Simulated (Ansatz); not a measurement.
**Ta3AsAu2O13: changing the functional**

```cif
data_structure
_symmetry_space_group_name_H-M 'P1'
_symmetry_Int_Tables_number 1
_cell_length_a 5.7239
_cell_length_b 6.3892
_cell_length_c 8.4725
_cell_angle_alpha 80.921
_cell_angle_beta 88.186
_cell_angle_gamma 78.309
_cell_volume 299.62
loop_
_atom_site_label
_atom_site_type_symbol
_atom_site_symmetry_multiplicity
_atom_site_Wyckoff_symbol
_atom_site_fract_x
_atom_site_fract_y
_atom_site_fract_z
_atom_site_occupancy
Ta1 Ta 1 a 0.21713 0.30521 0.58431 1
Ta2 Ta 1 a 0.03325 0.11123 0.99855 1
Ta3 Ta 1 a 0.58248 0.62145 0.50482 1
As1 As 1 a 0.58707 0.89691 0.83049 1
Au1 Au 1 a 0.58004 0.09228 0.18613 1
Au2 Au 1 a 0.04485 0.82077 0.44682 1
O1 O 1 a 0.66201 0.69726 0.71088 1
O2 O 1 a 0.51632 0.13418 0.69625 1
O3 O 1 a 0.85098 0.88773 0.91932 1
O4 O 1 a 0.34466 0.87003 0.94651 1
O5 O 1 a 0.73015 0.29240 0.03095 1
O6 O 1 a 0.24622 0.21809 0.11075 1
O7 O 1 a 0.12900 0.09398 0.49104 1
O8 O 1 a 0.48032 0.38887 0.43499 1
O9 O 1 a 0.05966 0.26685 0.78594 1
O10 O 1 a 0.93330 0.53240 0.45645 1
O11 O 1 a 0.49975 0.85161 0.34971 1
O12 O 1 a 0.25256 0.62988 0.62473 1
O13 O 1 a 0.91878 0.95175 0.22636 1
```

The cell comes from a database or a generator and needn't be the stable form of this composition.

Kept alike: task band structure; k mesh 4 × 4 × 3; occupations fermi-dirac, width 0.05 eV; no spin polarisation. Program: Ansatz, all-electron LAPW, scalar-relativistic. The mesh is that of the run's cell of 19 atoms. No spin-orbit coupling.

| functional | band gap (eV) | pressure (GPa) |
| --- | --- | --- |
| LDA | 1.223 | -8.37 |
| PBEsol | 1.256 | -4.47 |
| RPBE | 1.314 | 3.10 |
| revPBE | 1.308 | 2.35 |

Pressure is positive in compression. Spin-orbit coupling, left out here, moves the band edges of heavy atoms and can close or invert small gaps. Gaps are the smaller of the mesh's and the band path's.

Q: What does the functional change here?

A: The band gap runs from 1.223 (LDA) to 1.314 eV (RPBE). The pressure runs from -8.37 (LDA) to 3.10 GPa (RPBE).
